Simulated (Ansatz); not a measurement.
Given:

Ta₂C:
```
Ta2C
1.0
    3.50207     0.00000     0.00000
    0.00000     3.50207     0.00000
    0.00000     0.00000     6.50793
Ta C
4 2
Direct
  0.00000   0.00000   0.00000
  0.50000   0.50000   0.00000
  0.50000   0.00000   0.36769
  0.00000   0.50000   0.63231
  0.50000   0.00000   0.72588
  0.00000   0.50000   0.27412
```

This is the r²SCAN-relaxed structure.

### Question
All from the program Ansatz at the r²SCAN level (PAW), unless another level is named. Predict the electronic character.

### Answer
metallic (no gap).

### Question
Next, the formation energy from the elements (no fitted shifts)?

### Answer
32 kJ/mol of atoms.

### Question
And the density of states at the Fermi level?

### Answer
0.35 states/eV per atom (mean over ±0.08 eV).

### Question
What about the gap with spin–orbit coupling?

### Answer
none (metallic).

Space group P4/nmm. The cell is a constructed one: a structure type filled with these elements; neither database checked (COD, Materials Project) lists it. COD files the formula under space group No. 164. Whether it is the stable phase at ambient conditions was not checked. The cell was relaxed with r²SCAN under the symmetry of its start; whether a distortion lowers the energy is not shown. The run is not spin-polarised. The references are the lowest solids computed at this level, not always the standard phases. Spin–orbit coupling is left out wherever it is not named.

Potentials: the later of the program's two PAW sets.
